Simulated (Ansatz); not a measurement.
TaAs:
```cif
data_As4Ta4
_chemical_formula_sum 'Ta4 As4'
_space_group_name_H-M_alt 'I41md'
_space_group_IT_number 109
_space_group_name_Hall 'I 4bw -2'
_cell_length_a 3.46282
_cell_length_b 3.46282
_cell_length_c 11.73487
_cell_angle_alpha 90.000
_cell_angle_beta 90.000
_cell_angle_gamma 90.000
loop_
_atom_site_label
_atom_site_type_symbol
_atom_site_symmetry_multiplicity
_atom_site_Wyckoff_symbol
_atom_site_fract_x
_atom_site_fract_y
_atom_site_fract_z
_atom_site_occupancy
Ta1 Ta 4 a 0.00000 0.00000 0.75017 1
As1 As 4 a 0.00000 0.00000 0.33243 1
```
(The calculation used a cell of 4 atoms; values per cell refer to that cell.)

Relaxed with PBE.

Q: Which orbitals make up the states near the Fermi level in DFT-PBE in the program Ansatz with PAW potentials?

A: Within 0.5 eV of the Fermi level: Ta 5d 86 %, As 4p 10 %. Projections are on Löwdin-orthogonalised atomic valence shells; empty p or d shells of many metals are not among them.

Q: Tabulate the density of states.

A: States/eV per cell of 4 atoms, in 0.25 eV bins, energy from the Fermi level.

```csv
E (eV),total,Ta 5d,As 4p,Ta 6s
-7.85,0.00,0.00,0.00,0.00
-7.60,0.00,0.00,0.00,0.00
-7.35,0.01,0.00,0.01,0.00
-7.10,0.55,0.09,0.31,0.11
-6.85,0.79,0.14,0.45,0.14
-6.60,1.15,0.25,0.66,0.17
-6.35,1.41,0.34,0.79,0.18
-6.10,1.97,0.51,1.12,0.23
-5.85,2.59,0.72,1.48,0.26
-5.60,3.06,1.03,1.71,0.20
-5.35,1.59,0.51,0.87,0.12
-5.10,1.23,0.36,0.70,0.07
-4.85,1.65,0.50,0.99,0.07
-4.60,2.32,0.73,1.37,0.10
-4.35,2.36,0.76,1.40,0.08
-4.10,2.56,0.89,1.47,0.08
-3.85,2.53,0.96,1.41,0.06
-3.60,2.65,1.07,1.43,0.06
-3.35,3.20,1.35,1.71,0.06
-3.10,4.06,1.68,2.21,0.07
-2.85,3.60,1.59,1.87,0.05
-2.60,3.36,1.63,1.60,0.05
-2.35,2.89,1.54,1.25,0.04
-2.10,1.60,0.93,0.61,0.02
-1.85,1.03,0.65,0.34,0.01
-1.60,2.52,1.92,0.44,0.06
-1.35,4.17,3.26,0.46,0.24
-1.10,3.09,2.41,0.37,0.12
-0.85,3.22,2.62,0.34,0.07
-0.60,1.80,1.49,0.23,0.02
-0.35,0.80,0.65,0.12,0.01
-0.10,0.24,0.21,0.02,0.00
0.15,0.68,0.61,0.05,0.00
0.40,1.91,1.67,0.16,0.01
0.65,1.66,1.41,0.18,0.01
0.90,1.85,1.58,0.18,0.01
1.15,2.27,1.95,0.19,0.03
1.40,3.00,2.55,0.26,0.05
1.65,2.46,2.02,0.23,0.05
1.90,3.04,2.43,0.31,0.08
2.15,3.56,2.66,0.42,0.16
2.40,4.14,3.03,0.40,0.29
2.65,4.37,3.11,0.47,0.32
2.90,4.29,2.98,0.55,0.24
3.15,4.33,2.76,0.63,0.36
3.40,3.36,1.95,0.58,0.36
3.65,4.58,2.62,0.91,0.37
```

Space group I4_1md. The cell was relaxed with PBE under the symmetry of its start; of distortions, only those at the zone centre were tested. No spin polarisation was allowed. A small band overlap can be real or an error of a semilocal functional. Spin–orbit coupling is left out wherever it is not named.

Potentials: the later of the program's two PAW sets.
